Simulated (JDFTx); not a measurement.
An input for JDFTx (a modified build) (Ta(100), linear PCM (GLSSA13), water, 1 M NaCl; bohr, hartree) and the course of its log:

```
lattice \
  6.2547289109 0.0000000000 0.0000000000 \
  0.0000000000 6.2547289109 0.0000000000 \
  0.0000000000 0.0000000000 42.7078104165
coords-type Lattice
ion Ta 0.0000000000 0.0000000000 -0.1464539820 0
ion Ta 0.5000000000 0.5000000000 -0.0732269910 0
ion Ta 0.0000000000 0.0000000000 0.0000000000 0
ion Ta 0.5000000000 0.5000000000 0.0732269910 0
ion Ta 0.0000000000 0.0000000000 0.1464539820 0
ion-species pseudo/ta_pbe_v1.upf
elec-cutoff 20 100
elec-ex-corr gga-PBE
coulomb-interaction Slab 001
coulomb-truncation-embed 0 0 0
kpoint-folding 6 6 1
elec-smearing Fermi 0.01
elec-n-bands 45
electronic-scf nIterations 100 energyDiffThreshold 1e-08
fluid LinearPCM
pcm-variant GLSSA13
fluid-solvent H2O
fluid-cation Na+ 1
fluid-anion Cl- 1
fluid-minimize nIterations 400 knormThreshold 1e-11
wavefunction read vac.wfns
elec-initial-eigenvals vac.eigenvals
dump-name f0.$VAR
dump End State Ecomponents EigStats BandEigs Forces ElecDensity IonicPositions Fillings Kpoints Dtot FluidDebug BoundCharge FluidDensity
```

```
[one cycle in 5 is shown, and the last three; fluid-solver lines are left out]
	FillingsUpdate:  mu: -0.131742641  nElectrons: 65.000000
SCF: Cycle:  0   F: -293.332651622745857   dF: +1.917e-04   |Residual|: 3.934e-03   |deigs|: 8.475e-05
	FillingsUpdate:  mu: -0.126223099  nElectrons: 65.000000
SCF: Cycle:  5   F: -293.333063987219077   dF: -6.071e-06   |Residual|: 2.445e-04   |deigs|: 1.371e-03
	FillingsUpdate:  mu: -0.125686675  nElectrons: 65.000000
SCF: Cycle: 10   F: -293.333064907341225   dF: -1.088e-07   |Residual|: 4.528e-05   |deigs|: 1.890e-05
	FillingsUpdate:  mu: -0.125688532  nElectrons: 65.000000
SCF: Cycle: 15   F: -293.333064845193405   dF: +1.004e-07   |Residual|: 5.318e-05   |deigs|: 4.343e-05
	FillingsUpdate:  mu: -0.125706512  nElectrons: 65.000000
SCF: Cycle: 20   F: -293.333064961192520   dF: -7.062e-08   |Residual|: 5.809e-06   |deigs|: 2.664e-05
	FillingsUpdate:  mu: -0.125746761  nElectrons: 65.000000
SCF: Cycle: 25   F: -293.333064896188887   dF: +4.650e-08   |Residual|: 3.266e-05   |deigs|: 4.815e-05
	FillingsUpdate:  mu: -0.125702269  nElectrons: 65.000000
SCF: Cycle: 30   F: -293.333064948951971   dF: +7.753e-09   |Residual|: 1.543e-05   |deigs|: 2.092e-05
	FillingsUpdate:  mu: -0.125718372  nElectrons: 65.000000
SCF: Cycle: 35   F: -293.333064948255412   dF: -2.150e-08   |Residual|: 2.029e-05   |deigs|: 2.614e-05
	FillingsUpdate:  mu: -0.125683367  nElectrons: 65.000000
SCF: Cycle: 40   F: -293.333064925435963   dF: +1.782e-08   |Residual|: 2.635e-05   |deigs|: 3.864e-05
	FillingsUpdate:  mu: -0.125711724  nElectrons: 65.000000
SCF: Cycle: 45   F: -293.333064922554286   dF: +3.728e-08   |Residual|: 3.320e-05   |deigs|: 4.901e-06
	FillingsUpdate:  mu: -0.125723154  nElectrons: 65.000000
SCF: Cycle: 50   F: -293.333064934920230   dF: -2.757e-08   |Residual|: 2.349e-05   |deigs|: 1.054e-05
	FillingsUpdate:  mu: -0.125750614  nElectrons: 65.000000
SCF: Cycle: 55   F: -293.333064869495900   dF: +6.228e-08   |Residual|: 3.907e-05   |deigs|: 5.581e-05
	FillingsUpdate:  mu: -0.125713671  nElectrons: 65.000000
SCF: Cycle: 60   F: -293.333064956320641   dF: -1.365e-07   |Residual|: 1.156e-05   |deigs|: 2.297e-05
	FillingsUpdate:  mu: -0.125729827  nElectrons: 65.000000
SCF: Cycle: 65   F: -293.333064831616014   dF: +1.211e-07   |Residual|: 5.265e-05   |deigs|: 2.975e-05
	FillingsUpdate:  mu: -0.125700017  nElectrons: 65.000000
SCF: Cycle: 70   F: -293.333064946631850   dF: +1.059e-08   |Residual|: 2.123e-05   |deigs|: 1.447e-05
	FillingsUpdate:  mu: -0.125714642  nElectrons: 65.000000
SCF: Cycle: 75   F: -293.333064959513081   dF: -1.107e-07   |Residual|: 5.940e-06   |deigs|: 3.199e-05
	FillingsUpdate:  mu: -0.125679540  nElectrons: 65.000000
SCF: Cycle: 80   F: -293.333064894529059   dF: +3.728e-08   |Residual|: 3.859e-05   |deigs|: 4.101e-05
	FillingsUpdate:  mu: -0.125715116  nElectrons: 65.000000
SCF: Cycle: 85   F: -293.333064957591375   dF: -1.025e-07   |Residual|: 9.473e-06   |deigs|: 3.160e-05
	FillingsUpdate:  mu: -0.125729469  nElectrons: 65.000000
SCF: Cycle: 90   F: -293.333064827839337   dF: +1.284e-07   |Residual|: 5.553e-05   |deigs|: 2.833e-05
	FillingsUpdate:  mu: -0.125735994  nElectrons: 65.000000
SCF: Cycle: 95   F: -293.333064896869757   dF: +6.012e-08   |Residual|: 3.429e-05   |deigs|: 3.620e-05
	FillingsUpdate:  mu: -0.125706204  nElectrons: 65.000000
SCF: Cycle: 97   F: -293.333064955428767   dF: +4.535e-09   |Residual|: 1.373e-05   |deigs|: 9.491e-06
	FillingsUpdate:  mu: -0.125728718  nElectrons: 65.000000
SCF: Cycle: 98   F: -293.333064894510983   dF: +6.092e-08   |Residual|: 3.724e-05   |deigs|: 2.475e-05
	FillingsUpdate:  mu: -0.125707729  nElectrons: 65.000000
SCF: Cycle: 99   F: -293.333064960019328   dF: -6.551e-08   |Residual|: 9.899e-06   |deigs|: 2.287e-05
SCF: None of the convergence criteria satisfied after 100 iterations.
IonicMinimize: Iter:   0  F: -293.333064960019328  |grad|_K:  0.000e+00
IonicMinimize: Converged (|grad|_K<1.000000e-04).
```

This run gave no converged result. The loop ran out of cycles short of its threshold. It has stalled and not diverged: the last ten energies span 1e-07 Ha, so the total is near its end, but levels, forces and charges aren't shown converged.
